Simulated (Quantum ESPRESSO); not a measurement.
# Hf4WLi2In: one run as intended and one with a planted mistake

Computed values, not a measurement. The program is pw.x of Quantum ESPRESSO 7.5 (plane-wave density functional theory). The cell is made up: eight metal atoms on a hexagonal close-packed lattice, with elements, volume, strain and displacements drawn at random and not relaxed, so it may be unstable or far from any real phase. PseudoDojo standard norm-conserving files set the functional (PBE unless stated); there is no spin polarisation or spin-orbit coupling, the Fermi-Dirac width of 0.25 eV means electrons at about 2900 K, and the masses in the input are unused placeholders. Heavy elements are run without spin-orbit coupling, which real alloys of them have. A spin test at this wide smearing found no moment, but such smearing suppresses magnetism that the real alloy may have.

Intended input:

```
&control calculation='scf', pseudo_dir='./dojo.nc.sr.pbe.v0_5.standard.upf', outdir='./o', disk_io='medium', tprnfor=.true., tstress=.true. /
&system ibrav=0, nat=8, ntyp=4, nbnd=55, ecutwfc=74.01313486, nosym=.true., tot_charge=0,
 occupations='smearing', smearing='fd', degauss=0.0183746611
/
&electrons conv_thr=1.470e-08, electron_maxstep=70, mixing_beta=0.5 /
ATOMIC_SPECIES
Hf 1.0 Hf.upf
In 1.0 In.upf
Li 1.0 Li.upf
W 1.0 W.upf
CELL_PARAMETERS angstrom
4.8288 -2.7188 0.0411
-3.2458 0.0323 -5.2258
3.1496 5.3171 0.0243
ATOMIC_POSITIONS angstrom
Hf 0.0326 0.0958 -0.0608
W 1.5783 2.5749 -0.1012
Hf 0.0361 1.8562 -2.6296
Li 1.6162 4.4744 -2.6426
Li 3.2407 -0.0923 0.0861
In 4.7954 2.5471 -0.1574
Hf 1.6238 -0.718 -2.539
Hf 3.1571 1.7264 -2.6528
K_POINTS automatic
5 5 4 1 1 1
```

The log is shortened where brackets say so; the opening notice, blank lines, dates and the lines on written files are dropped, and the path of the files is cut. It prints rydbergs, bohrs and kilobars, and counts compression as positive stress. Its total energy is the free energy E - TS of the whole cell.

Log of the intended run:

```
     Program PWSCF v.7.5
     Parallel version (MPI & OpenMP), running on       1 processor cores
     Number of MPI processes:                 1
     Threads/MPI process:                     1
     [start-up lines left out]
     bravais-lattice index     =            0
     lattice parameter (alat)  =      10.4724  a.u.
     unit-cell volume          =    1201.1941 (a.u.)^3
     number of atoms/cell      =            8
     number of atomic types    =            4
     number of electrons       =        81.00
     number of Kohn-Sham states=           55
     kinetic-energy cutoff     =      74.0131  Ry
     charge density cutoff     =     296.0525  Ry
     scf convergence threshold =      1.5E-08
     mixing beta               =       0.5000
     number of iterations used =            8  plain     mixing
     Exchange-correlation= PBE
                           (   1   4   3   4   0   0   0)
     [axes and pseudopotential details left out]
   Cartesian axes
     site n.     atom                  positions (alat units)
         1        Hf     tau(   1) = (   0.0058826   0.0172870  -0.0109713  )
         2        W      tau(   2) = (   0.2848023   0.4646375  -0.0182614  )
         3        Hf     tau(   3) = (   0.0065142   0.3349490  -0.4745081  )
         4        Li     tau(   4) = (   0.2916413   0.8074000  -0.4768539  )
         5        Li     tau(   5) = (   0.5847803  -0.0166554   0.0155366  )
         6        In     tau(   6) = (   0.8653240   0.4596211  -0.0284026  )
         7        Hf     tau(   7) = (   0.2930127  -0.1295622  -0.4581594  )
         8        Hf     tau(   8) = (   0.5696948   0.3115268  -0.4786945  )
     number of k points=    50  Fermi-Dirac smearing, width (Ry)=  0.0184
                       cart. coord. in units 2pi/alat
        k(    1) = (   0.1426844   0.0466499  -0.1943802), wk =   0.0400000
        k(    2) = (   0.2532599   0.2420206  -0.2618523), wk =   0.0400000
     [further k points left out]
     Dense  grid:   103339 G-vectors     FFT dimensions: (  60,  64,  64)
     Estimated max dynamical RAM per process >     175.71 MB
     Initial potential from superposition of free atoms
     starting charge      80.9791, renormalised to      81.0000
     Starting wfcs are   63 randomized atomic wfcs
     total cpu time spent up to now is       28.4 secs
     per-process dynamical memory:   107.0 Mb
     Self-consistent Calculation
     iteration #  1     ecut=    74.01 Ry     beta= 0.50
     Davidson diagonalization with overlap
     ethr =  1.00E-02,  avg # of iterations =  2.7
     Threshold (ethr) on eigenvalues was too large:
     Diagonalizing with lowered threshold
     Davidson diagonalization with overlap
     ethr =  2.96E-04,  avg # of iterations =  6.2
     total cpu time spent up to now is      163.1 secs
     total energy              =    -764.51994223 Ry
     estimated scf accuracy    <       0.28403323 Ry
     iteration #  2     ecut=    74.01 Ry     beta= 0.50
     Davidson diagonalization with overlap
     ethr =  3.51E-04,  avg # of iterations =  2.5
     total cpu time spent up to now is      229.0 secs
     total energy              =    -764.46442173 Ry
     estimated scf accuracy    <       0.69427211 Ry
     [iterations 3 to 13 left out]
     iteration # 14     ecut=    74.01 Ry     beta= 0.50
     Davidson diagonalization with overlap
     ethr =  6.29E-11,  avg # of iterations =  2.0
     total cpu time spent up to now is      926.2 secs
     total energy              =    -764.59167978 Ry
     estimated scf accuracy    <       0.00000010 Ry
     iteration # 15     ecut=    74.01 Ry     beta= 0.50
     Davidson diagonalization with overlap
     ethr =  6.29E-11,  avg # of iterations =  1.0
     total cpu time spent up to now is      973.0 secs
     End of self-consistent calculation
     [lines on levels left out]
!    total energy              =    -764.59167979 Ry
     estimated scf accuracy    <          2.4E-09 Ry
     smearing contrib. (-TS)   =      -0.12416901 Ry
     internal energy E=F+TS    =    -764.46751078 Ry
     The total energy is F=E-TS. E is the sum of the following terms:
     one-electron contribution =    -230.54246903 Ry
     hartree contribution      =     137.64659592 Ry
     xc contribution           =    -193.36644431 Ry
     ewald contribution        =    -478.20519336 Ry
     convergence has been achieved in  15 iterations
     Forces acting on atoms (cartesian axes, Ry/au):
     atom    1 type  1   force =    -0.00464696   -0.00467930    0.01446579
     atom    2 type  4   force =    -0.00842433   -0.00720401    0.01225178
     atom    3 type  1   force =    -0.01302061    0.02529346   -0.00042376
     atom    4 type  3   force =    -0.00077767   -0.00013288    0.00201707
     atom    5 type  3   force =     0.00115924    0.00854485   -0.00613824
     atom    6 type  2   force =     0.00333064   -0.00623184    0.01453811
     atom    7 type  1   force =     0.02642150   -0.03807648   -0.03079013
     atom    8 type  1   force =    -0.00404181    0.02248620   -0.00592063
     Total force =     0.073254     Total SCF correction =     0.000148
     Computing stress (Cartesian axis) and pressure
          total   stress  (Ry/bohr**3)                   (kbar)     P=      -76.74
  -0.00045777  -0.00005376   0.00001712          -67.34       -7.91        2.52
  -0.00005376  -0.00041012  -0.00008372           -7.91      -60.33      -12.31
   0.00001712  -0.00008372  -0.00069703            2.52      -12.31     -102.54
     init_run     :     26.78s CPU     28.18s WALL (       1 calls)
     electrons    :    903.00s CPU    944.66s WALL (       1 calls)
     forces       :     10.01s CPU     10.14s WALL (       1 calls)
     stress       :     34.45s CPU     35.89s WALL (       1 calls)
     [timing details left out]
     PWSCF        :  16m14.63s CPU  16m59.70s WALL
     JOB DONE.
```

A second run has one planted mistake: two atoms have their elements exchanged. The input lines that differ:

```
- Hf 0.0361 1.8562 -2.6296
+ Li 0.0361 1.8562 -2.6296
- Li 3.2407 -0.0923 0.0861
+ Hf 3.2407 -0.0923 0.0861
```

Its log:

```
     Program PWSCF v.7.5
     Parallel version (MPI & OpenMP), running on       1 processor cores
     Number of MPI processes:                 1
     Threads/MPI process:                     1
     [start-up lines left out]
     bravais-lattice index     =            0
     lattice parameter (alat)  =      10.4724  a.u.
     unit-cell volume          =    1201.1941 (a.u.)^3
     number of atoms/cell      =            8
     number of atomic types    =            4
     number of electrons       =        81.00
     number of Kohn-Sham states=           55
     kinetic-energy cutoff     =      74.0131  Ry
     charge density cutoff     =     296.0525  Ry
     scf convergence threshold =      1.5E-08
     mixing beta               =       0.5000
     number of iterations used =            8  plain     mixing
     Exchange-correlation= PBE
                           (   1   4   3   4   0   0   0)
     [axes and pseudopotential details left out]
   Cartesian axes
     site n.     atom                  positions (alat units)
         1        Hf     tau(   1) = (   0.0058826   0.0172870  -0.0109713  )
         2        W      tau(   2) = (   0.2848023   0.4646375  -0.0182614  )
         3        Li     tau(   3) = (   0.0065142   0.3349490  -0.4745081  )
         4        Li     tau(   4) = (   0.2916413   0.8074000  -0.4768539  )
         5        Hf     tau(   5) = (   0.5847803  -0.0166554   0.0155366  )
         6        In     tau(   6) = (   0.8653240   0.4596211  -0.0284026  )
         7        Hf     tau(   7) = (   0.2930127  -0.1295622  -0.4581594  )
         8        Hf     tau(   8) = (   0.5696948   0.3115268  -0.4786945  )
     number of k points=    50  Fermi-Dirac smearing, width (Ry)=  0.0184
                       cart. coord. in units 2pi/alat
        k(    1) = (   0.1426844   0.0466499  -0.1943802), wk =   0.0400000
        k(    2) = (   0.2532599   0.2420206  -0.2618523), wk =   0.0400000
     [further k points left out]
     Dense  grid:   103339 G-vectors     FFT dimensions: (  60,  64,  64)
     Estimated max dynamical RAM per process >     175.71 MB
     Initial potential from superposition of free atoms
     starting charge      80.9791, renormalised to      81.0000
     Starting wfcs are   63 randomized atomic wfcs
     total cpu time spent up to now is       22.3 secs
     per-process dynamical memory:    98.7 Mb
     Self-consistent Calculation
     iteration #  1     ecut=    74.01 Ry     beta= 0.50
     Davidson diagonalization with overlap
     ethr =  1.00E-02,  avg # of iterations =  2.9
     Threshold (ethr) on eigenvalues was too large:
     Diagonalizing with lowered threshold
     Davidson diagonalization with overlap
     ethr =  2.84E-04,  avg # of iterations =  6.3
     total cpu time spent up to now is      143.3 secs
     total energy              =    -764.52849714 Ry
     estimated scf accuracy    <       0.27592433 Ry
     iteration #  2     ecut=    74.01 Ry     beta= 0.50
     Davidson diagonalization with overlap
     ethr =  3.41E-04,  avg # of iterations =  2.7
     total cpu time spent up to now is      199.4 secs
     total energy              =    -764.46200739 Ry
     estimated scf accuracy    <       0.78844610 Ry
     [iterations 3 to 11 left out]
     iteration # 12     ecut=    74.01 Ry     beta= 0.50
     Davidson diagonalization with overlap
     ethr =  5.25E-10,  avg # of iterations =  2.0
     total cpu time spent up to now is      775.6 secs
     total energy              =    -764.59760177 Ry
     estimated scf accuracy    <       0.00000004 Ry
     iteration # 13     ecut=    74.01 Ry     beta= 0.50
     Davidson diagonalization with overlap
     ethr =  4.66E-11,  avg # of iterations =  4.4
     total cpu time spent up to now is      842.9 secs
     End of self-consistent calculation
     [lines on levels left out]
!    total energy              =    -764.59760178 Ry
     estimated scf accuracy    <          8.3E-09 Ry
     smearing contrib. (-TS)   =      -0.11870857 Ry
     internal energy E=F+TS    =    -764.47889321 Ry
     The total energy is F=E-TS. E is the sum of the following terms:
     one-electron contribution =    -235.71154747 Ry
     hartree contribution      =     140.18045227 Ry
     xc contribution           =    -193.37038299 Ry
     ewald contribution        =    -475.57741501 Ry
     convergence has been achieved in  13 iterations
     Forces acting on atoms (cartesian axes, Ry/au):
     atom    1 type  1   force =     0.00022101   -0.01023794    0.01186544
     atom    2 type  4   force =    -0.01354660   -0.01199236    0.02235836
     atom    3 type  3   force =    -0.01169060    0.00813679   -0.00397827
     atom    4 type  3   force =    -0.00939498   -0.00095507    0.00750693
     atom    5 type  1   force =     0.00522890    0.03629616   -0.00887599
     atom    6 type  2   force =     0.00055647    0.00250810    0.01391036
     atom    7 type  1   force =     0.02594530   -0.04431758   -0.03599759
     atom    8 type  1   force =     0.00268050    0.02056190   -0.00678925
     Total force =     0.086428     Total SCF correction =     0.000293
     Computing stress (Cartesian axis) and pressure
          total   stress  (Ry/bohr**3)                   (kbar)     P=      -76.80
  -0.00050236  -0.00001587   0.00011708          -73.90       -2.33       17.22
  -0.00001587  -0.00046373  -0.00008378           -2.33      -68.22      -12.32
   0.00011708  -0.00008378  -0.00060011           17.22      -12.32      -88.28
     init_run     :     20.74s CPU     22.09s WALL (       1 calls)
     electrons    :    804.70s CPU    820.61s WALL (       1 calls)
     forces       :     11.71s CPU     11.81s WALL (       1 calls)
     stress       :     41.64s CPU     41.87s WALL (       1 calls)
     [timing details left out]
     PWSCF        :  14m39.16s CPU  14m57.58s WALL
     JOB DONE.
```

|  | intended run | run with the mistake |
| --- | --- | --- |
| free energy (eV) | -10402.800 | -10402.880 |
| entropy term -TS, part of it (eV) | -1.689 | -1.615 |
| pressure (GPa) | -7.67 | -7.68 |
| size of the largest force component (eV/Å) | 0.979 | 1.139 |
| largest change of a force component (eV/Å) |  | 0.714 |
| iterations | 15 | 13 |

For scale, a rerun of the intended cell at a higher cutoff and on a denser mesh moved values by no more than 0.003 eV in energy, 0.03 GPa in stress and 0.003 eV/Å in force, and a second program with other atomic files agreed on that cell to 2 % rms in force and 0.5 GPa in pressure.